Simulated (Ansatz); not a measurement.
Starting cell, Si (diamond):

```
Si
1.0
    0.00000     5.44406     5.44406
    2.72203     2.72203     5.44406
    2.72203     2.72203     0.00000
Si
4
Direct
  0.00000   0.50000   0.50000
  0.50000   0.50000   0.50000
  0.00000   0.75000   0.75000
  0.50000   0.75000   0.75000
```

The atoms are displaced by Q × the pattern below (from a DFPT mode at X = (0.5, 0.5, 0.0), largest move 1; Q in Å), at fixed cell. It is one choice among 2 degenerate patterns. (q is in reciprocal vectors of the primitive cell; the cell shown is doubled to hold the pattern.)

```
atom      x      y       z
----  -----  -----  ------
Si3   0.000  0.000  -1.000
Si4   0.000  0.000   1.000
```

Atoms not listed stay in place.

Method: r2SCAN (plane waves to 500 eV, PAW, scalar-relativistic; Ansatz, an electronic-structure program). k mesh 10×10×10 (Γ-centred), Fermi-Dirac smearing 0.05 eV. E stands for the smeared free energy. Si was relaxed with its symmetry unable to fall. The PAW data are Ansatz's earlier set. ΔE is measured from the undisplaced structure.

Question: What ΔE (eV/cell) does the calculation give at Q (Å) = -0.033, -0.017, 0.017, 0.050, 0.067, 0.100?

Answer: 
```
Q (Å)   ΔE (eV/cell)
------  ------------
-0.033        0.0199
-0.017        0.0050
0.017         0.0050
0.050         0.0447
0.067         0.0794
0.100         0.1783
```

(For displaced atoms, the force is minus the slope of the energy, and its curvature is a force constant, which sets phonon frequencies.)
